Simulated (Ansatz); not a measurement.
Starting cell, Os (hcp, Mg type):

```yaml
crystal:
  lattice:
    - [5.50973, 0.00000, 0.00000]
    - [-1.37743, 2.38578, 0.00000]
    - [0.00000, 0.00000, 4.34443]
  atoms:
    - { symbol: Os, position: [0.16667, 0.66667, 0.75000] }
    - { symbol: Os, position: [0.66667, 0.66667, 0.75000] }
    - { symbol: Os, position: [0.33333, 0.33333, 0.25000] }
    - { symbol: Os, position: [0.83333, 0.33333, 0.25000] }
```

A phonon eigenvector at M = (0.5, 0.0, 0.0) is frozen into this cell: atom i moves by Q times the vector below, so Q is the largest atomic displacement, in Å. The cell is held. (q is in reciprocal vectors of the primitive cell; the cell shown is doubled to hold the pattern.)

| atom | x | y | z |
|---|---|---|---|
| Os1 | -0.866 | -0.500 | 0.000 |
| Os2 | 0.866 | 0.500 | 0.000 |
| Os3 | 0.866 | 0.500 | 0.000 |
| Os4 | -0.866 | -0.500 | 0.000 |

The numbers are results of PBE (plane waves to 420 eV, PAW, scalar-relativistic; Ansatz, a first-principles code), not measurements. k mesh 19×19×11 (Γ-centred), Fermi-Dirac smearing 0.05 eV. The energy includes the smearing's −TS. With partly filled bands, energies and forces of such displacements shift with the k mesh and the smearing. Os is run without spin polarisation. Os was relaxed with its symmetry unable to fall. Spin-orbit coupling is left out, though Os is heavy. The PAW data are Ansatz's earlier set. ΔE is measured from the undisplaced structure.

The scan covers Q from -0.180 to 0.180 Å in 13 points.

Is this a single well or a double well?

A single well with its minimum at or next to zero displacement.

Which space group does the distorted structure have?

Pmmn (No. 59), lowered from P6_3/mmc.

What is the energy change at Q = 0.180 Å?

1551 meV/cell.

What harmonic wavenumber does the curvature at Q = 0 give?

160 cm⁻¹.

(A displaced cell: forces are minus the slopes of the energy, force constants its curvatures, and phonons follow from these.)
